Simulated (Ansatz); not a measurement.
# Collinear states of TiCl$_{2}$

All numbers below come from DFT r2SCAN, scalar-relativistic, plane waves, PAW (Ansatz 0.2.0).

```
CELL_PARAMETERS angstrom
0.00000 3.13457 3.13457
3.13457 0.00000 3.13457
3.13457 3.13457 0.00000
ATOMIC_POSITIONS crystal
Ti 0.00000 0.00000 0.00000
Cl 0.25000 0.25000 0.25000
Cl 0.75000 0.75000 0.75000
```

* plane-wave cutoff: 500 eV
* Γ-centred k-mesh: 8×8×8
* occupation rule: Gaussian smearing, 0.02 eV
* list of starting moments (μB, in atom order): 1 0 0
* check for lower electronic states after the SCF: on

Each order was relaxed in cell and atoms. A propagation vector, in units of the reciprocal vectors, doubles the cell, which takes an equally dense mesh. Site moments are spin moments in atom-centred spheres that scale with the neighbour distance. The states are those that the runs reached from these starts; a lower one can exist.

Starts tried: no spin; ferromagnetic; antiferromagnetic, doubled cell, propagation vector (0, 0, 1/2). Which state comes out lowest, and what are the moments?

The lowest state is ferromagnetic, reached from the start “ferromagnetic”, with site moments (μB) Ti +1.65.

| start | ends | energy above lowest (meV/atom) | site moments (μB) | gap on mesh (eV) | volume (Å³/atom) |
| --- | --- | --- | --- | --- | --- |
| no spin | non-magnetic | 458 | none over 0.05 | metal | 19.38 |
| ferromagnetic | ferromagnetic | 0.00 | Ti +1.65 | 1.89 | 20.53 |
| antiferromagnetic, doubled cell, propagation vector (0, 0, 1/2) | antiferromagnetic | 5.39 | Ti +1.63, Ti -1.63 | 1.98 | 20.56 |

Cost: 3 runs of about 8.5 core-minutes in all, on Intel Xeon Processor @ 2.50GHz (Skylake/Cascade Lake) (shared hosts).